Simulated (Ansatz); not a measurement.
Input, command and steps of an Ansatz relaxation.

```yaml
crystal:
  lattice:
    - [4.3301906026, 0.0, 0.0]
    - [0.0, 5.2849642134, 0.0]
    - [0.0, 0.0, 3.2992299547]
  atoms:
    - { symbol: Mo, position: [0.0, 0.0, 0.0] }
    - { symbol: Mo, position: [0.5, 0.5, 0.5] }
    - { symbol: Os, position: [0.2004, 0.3787, 0.0] }
    - { symbol: Os, position: [0.7996, 0.6213, 0.0] }
    - { symbol: Os, position: [0.7004, 0.1213, 0.5] }
    - { symbol: Os, position: [0.2996, 0.8787, 0.5] }
basis:
  ecutwfc: 420
kpoints:
  mp_grid: { grid: [4, 4, 6] }
hamiltonian:
  xc: pbe
scf:
  occupations: { method: gaussian, width: 0.1 }
  lower_state_search: "off"
output:
  forces: true
  stress: true
  eigenvalues: true
relax:
  adjacent_minimum: "off"
  f_tol: 0.04
  max_steps: 70
  cell: { stress_tol: 0.4 }
```

```bash
ansatz run input.yaml --threads 1 --pin off --max-ram 2560MiB --backend cpu --events-out ev --progress --plain --runs-dir out
```

Theory: Ansatz 0.2.0, DFT PBE, scalar-relativistic, plane waves, PAW.

Of 34 frames 10 are shown, positions in Å and forces in eV/Å; the SCF threshold varies from step to step. Steps run on the plane waves of an earlier cell, with a Pulay correction in the pressure. The basis is chosen afresh for the last frame, the zero of the energies, and at times for earlier ones too; energy and pressure step there, also at an unchanged geometry. Here that happened at steps 21 (-416 meV/atom, 31.0 GPa), 32 (-5 meV/atom, 0.7 GPa); the frames before carry an error of that size.

```xyz
6
Lattice="4.3302 0.0000 0.0000 0.0000 5.2850 0.0000 0.0000 0.0000 3.2992" Properties=species:S:1:pos:R:3:forces:R:3 pbc="T T T" step=1 free_energy_over_end_meV_per_atom=3907.57 pressure_GPa=192.74
Mo    0.0000    0.0000    0.0000    0.0000    0.0000    0.0000
Mo    2.1651    2.6425    1.6496    0.0000    0.0000    0.0000
Os    0.8678    2.0014    0.0000    0.6145   -2.4964    0.0000
Os    3.4624    3.2835    0.0000   -0.6145    2.4964    0.0000
Os    3.0329    0.6411    1.6496    0.6145    2.4964    0.0000
Os    1.2973    4.6439    1.6496   -0.6145   -2.4964    0.0000
6
Lattice="4.5178 0.0000 0.0000 0.0000 6.1855 0.0000 0.0000 0.0000 3.9092" Properties=species:S:1:pos:R:3:forces:R:3 pbc="T T T" step=5 free_energy_over_end_meV_per_atom=1253.96 pressure_GPa=0.48
Mo    0.0000    0.0000    0.0000    0.0000    0.0000    0.0000
Mo    2.2589    3.0927    1.9546    0.0000    0.0000    0.0000
Os    0.9185    2.3001    0.0000    0.1157    0.4537    0.0000
Os    3.5993    3.8854    0.0000   -0.1157   -0.4537    0.0000
Os    3.1774    0.7927    1.9546    0.1157   -0.4537    0.0000
Os    1.3404    5.3928    1.9546   -0.1157    0.4537    0.0000
6
Lattice="3.8818 0.0000 0.0000 0.0000 6.5363 0.0000 0.0000 0.0000 4.0618" Properties=species:S:1:pos:R:3:forces:R:3 pbc="T T T" step=8 free_energy_over_end_meV_per_atom=1164.12 pressure_GPa=-1.40
Mo    0.0000    0.0000    0.0000    0.0000    0.0000    0.0000
Mo    1.9409    3.2682    2.0309    0.0000    0.0000    0.0000
Os    0.8151    2.3669    0.0000    0.0772    0.1459    0.0000
Os    3.0667    4.1695    0.0000   -0.0772   -0.1459    0.0000
Os    2.7560    0.9013    2.0309    0.0772   -0.1459    0.0000
Os    1.1258    5.6350    2.0309   -0.0772    0.1459    0.0000
6
Lattice="3.1663 0.0000 0.0000 0.0000 7.0816 0.0000 0.0000 0.0000 4.0424" Properties=species:S:1:pos:R:3:forces:R:3 pbc="T T T" step=12 free_energy_over_end_meV_per_atom=1043.91 pressure_GPa=-4.51
Mo    0.0000    0.0000    0.0000    0.0000    0.0000    0.0000
Mo    1.5831    3.5408    2.0212    0.0000    0.0000    0.0000
Os    0.6044    2.4056    0.0000   -0.4464   -0.1266    0.0000
Os    2.5618    4.6759    0.0000    0.4464    0.1266    0.0000
Os    2.1875    1.1352    2.0212   -0.4464    0.1266    0.0000
Os    0.9787    5.9464    2.0212    0.4464   -0.1266    0.0000
6
Lattice="2.8296 0.0000 0.0000 0.0000 7.1681 0.0000 0.0000 0.0000 4.1687" Properties=species:S:1:pos:R:3:forces:R:3 pbc="T T T" step=16 free_energy_over_end_meV_per_atom=896.43 pressure_GPa=0.53
Mo    0.0000    0.0000    0.0000    0.0000    0.0000    0.0000
Mo    1.4148    3.5840    2.0844    0.0000    0.0000    0.0000
Os    0.5442    2.4094    0.0000    0.0637    0.0194    0.0000
Os    2.2854    4.7587    0.0000   -0.0637   -0.0194    0.0000
Os    1.9591    1.1747    2.0844    0.0637   -0.0194    0.0000
Os    0.8706    5.9934    2.0844   -0.0637    0.0194    0.0000
6
Lattice="2.8184 0.0000 0.0000 0.0000 7.0956 0.0000 0.0000 0.0000 4.2351" Properties=species:S:1:pos:R:3:forces:R:3 pbc="T T T" step=19 free_energy_over_end_meV_per_atom=891.69 pressure_GPa=0.30
Mo    0.0000    0.0000    0.0000    0.0000    0.0000    0.0000
Mo    1.4092    3.5478    2.1176    0.0000    0.0000    0.0000
Os    0.6300    2.3858    0.0000    0.0234   -0.0253    0.0000
Os    2.1884    4.7098    0.0000   -0.0234    0.0253    0.0000
Os    2.0392    1.1620    2.1176    0.0234    0.0253    0.0000
Os    0.7792    5.9336    2.1176   -0.0234   -0.0253    0.0000
6
Lattice="2.6815 0.0000 0.0000 0.0000 7.6244 0.0000 0.0000 0.0000 4.3900" Properties=species:S:1:pos:R:3:forces:R:3 pbc="T T T" step=23 free_energy_over_end_meV_per_atom=268.93 pressure_GPa=3.63
Mo    0.0000    0.0000    0.0000    0.0000    0.0000    0.0000
Mo    1.3407    3.8122    2.1950    0.0000    0.0000    0.0000
Os    0.6006    2.5538    0.0000   -0.1434    0.0210    0.0000
Os    2.0809    5.0706    0.0000    0.1434   -0.0210    0.0000
Os    1.9414    1.2584    2.1950   -0.1434   -0.0210    0.0000
Os    0.7401    6.3660    2.1950    0.1434    0.0210    0.0000
6
Lattice="2.7625 0.0000 0.0000 0.0000 8.2298 0.0000 0.0000 0.0000 3.8898" Properties=species:S:1:pos:R:3:forces:R:3 pbc="T T T" step=27 free_energy_over_end_meV_per_atom=25.54 pressure_GPa=2.34
Mo    0.0000    0.0000    0.0000    0.0000    0.0000    0.0000
Mo    1.3813    4.1149    1.9449    0.0000    0.0000    0.0000
Os    0.1203    2.7195    0.0000   -0.4560    0.0476    0.0000
Os    2.6422    5.5103    0.0000    0.4560   -0.0476    0.0000
Os    1.5015    1.3954    1.9449   -0.4560   -0.0476    0.0000
Os    1.2610    6.8343    1.9449    0.4560    0.0476    0.0000
6
Lattice="2.7631 0.0000 0.0000 0.0000 8.2540 0.0000 0.0000 0.0000 3.8943" Properties=species:S:1:pos:R:3:forces:R:3 pbc="T T T" step=30 free_energy_over_end_meV_per_atom=5.18 pressure_GPa=0.28
Mo    0.0000    0.0000    0.0000    0.0000    0.0000    0.0000
Mo    1.3815    4.1270    1.9471    0.0000    0.0000    0.0000
Os   -0.0013    2.7354    0.0000    0.0053    0.0035    0.0000
Os    2.7643    5.5185    0.0000   -0.0053   -0.0035    0.0000
Os    1.3803    1.3915    1.9471    0.0053   -0.0035    0.0000
Os    1.3828    6.8624    1.9471   -0.0053    0.0035    0.0000
6
Lattice="2.7636 0.0000 0.0000 0.0000 8.2752 0.0000 0.0000 0.0000 3.8935" Properties=species:S:1:pos:R:3:forces:R:3 pbc="T T T" step=34 free_energy_over_end_meV_per_atom=0.00 pressure_GPa=0.09
Mo    0.0000    0.0000    0.0000    0.0000    0.0000    0.0000
Mo    1.3818    4.1376    1.9467    0.0000    0.0000    0.0000
Os   -0.0001    2.7426    0.0000    0.0003   -0.0043    0.0000
Os    2.7636    5.5326    0.0000   -0.0003    0.0043    0.0000
Os    1.3817    1.3950    1.9467    0.0003    0.0043    0.0000
Os    1.3818    6.8802    1.9467   -0.0003   -0.0043    0.0000
```

The start puts this composition into another compound's structure type, which needn't suit it. At the end the space group is Immm (tolerance 0.05 Å).

Time: 5.9 min on 1 thread of Arm Neoverse V1, on a shared host, peak memory 0.45 GiB.

The k mesh is coarse. Spin–orbit coupling is left out, which can shift energies with elements as heavy as these.